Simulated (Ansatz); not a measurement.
## Bi$_{2}$Se$_{3}$: from a starting cell to a relaxed one

The start is a relaxed Bi2Se3 cell deformed by the Cartesian strain tensor (xx, yy, zz, yz, xz, xy) = (0.000, -0.014, -0.012, -0.056, -0.019, -0.009). The cell and all atomic positions are relaxed at zero pressure with PBEsol (plane waves to 420 eV, PAW, scalar-relativistic; Ansatz, a quantum-chemistry and plane-wave program). The first steps use a coarse 7×7×7 k-mesh.

The start:
```yaml
crystal:
  lattice:
    - [1.87406, 0.62377, 9.29397]
    - [-2.25826, 0.66303, 9.37248]
    - [-0.15810, -2.88519, 9.53363]
  atoms:
    - { symbol: Bi, position: [0.40037, 0.40037, 0.40037] }
    - { symbol: Bi, position: [0.59963, 0.59963, 0.59963] }
    - { symbol: Se, position: [0.00000, 0.00000, 0.00000] }
    - { symbol: Se, position: [0.21143, 0.21143, 0.21143] }
    - { symbol: Se, position: [0.78857, 0.78857, 0.78857] }
```

Question: How much energy is released per atom?

Answer: 0.10 eV/atom.

Question: How does the volume change?

Answer: +2.9 %, from 27.31 to 28.11 Å³/atom.

Question: Does it find its way back to the structure it was made from?

Answer: It relaxes back to the parent, R-3m (No. 166).

Question: How do the shortest distances between atoms change?

Answer: The closest pairs of elements (up to four, under 3.6 Å), start → end: Bi–Se 2.67 → 2.85 Å; Se–Se 3.26 → 3.49 Å.

Question: What band gap does the relaxed structure have at this level?

Answer: 0.11 eV, direct at Γ (no spin-orbit coupling).

It ends as:

```cif
data_Bi6Se9
_chemical_formula_sum 'Bi6 Se9'
_space_group_name_H-M_alt 'R-3m :H'
_space_group_IT_number 166
_space_group_name_Hall '-R 3 2"'
_cell_length_a 4.13191
_cell_length_b 4.13191
_cell_length_c 28.51684
_cell_angle_alpha 90.000
_cell_angle_beta 90.000
_cell_angle_gamma 120.000
loop_
_atom_site_label
_atom_site_type_symbol
_atom_site_symmetry_multiplicity
_atom_site_Wyckoff_symbol
_atom_site_fract_x
_atom_site_fract_y
_atom_site_fract_z
_atom_site_occupancy
Bi1 Bi 6 c 0.00000 0.00000 0.40042 1
Se1 Se 3 a 0.00000 0.00000 0.00000 1
Se2 Se 6 c 0.00000 0.00000 0.21127 1
```
(The calculation used a cell of 5 atoms; values per cell refer to that cell.)

Final values are on a 9×9×9 k-mesh of the relaxed cell. No spin polarisation in the result. Without spin-orbit coupling the bands of the heavy element are not split, so the gap can be far off.

The run could not lose the symmetry of its start.
